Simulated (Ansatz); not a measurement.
This run works on a generated trial structure, not on a known crystal.

Input and command of a plane-wave DFT calculation in Ansatz:

```yaml
crystal:
  lattice:
    - [-2.39026664, 2.39026664, 7.818244]
    - [2.39026664, -2.39026664, 7.818244]
    - [2.39026664, 2.39026664, -7.818244]
  atoms:
    - { symbol: Zn, position: [0.0, 0.0, 0.0] }
    - { symbol: H, position: [0.35500285, 0.35500285, 0.0] }
    - { symbol: H, position: [0.64499715, 0.64499715, 0.0] }
    - { symbol: I, position: [0.5, 0.0, 0.5] }
    - { symbol: I, position: [0.0, 0.5, 0.5] }
    - { symbol: I, position: [0.8502202, 0.8502202, 0.0] }
    - { symbol: I, position: [0.1497798, 0.1497798, 0.0] }
basis:
  ecutwfc: 420
kpoints:
  mp_grid: { grid: [4, 4, 4] }
hamiltonian:
  xc: pbe
scf:
  occupations: { method: gaussian, width: 0.15 }
  lower_state_search: "off"
output:
  forces: true
  stress: true
  eigenvalues: true
relax:
  adjacent_minimum: "off"
  f_tol: 0.08
  max_steps: 16
  cell: { stress_tol: 0.8 }
```

```bash
ansatz run input.yaml --threads 1 --pin off --max-ram 2560MiB --backend cpu --events-out ev --progress --plain --runs-dir out
```

Processor: Arm Neoverse V2, 1 thread, on a host shared with other jobs.

**Question.** Estimate time, memory and problem size.

**Answer.** About 94 s, peak memory 0.54 GiB. It solves 50 bands at 13 k points (after reduction by symmetry) with about 5269 plane waves (on the last cell), in 96 SCF iterations over 13 ionic steps.
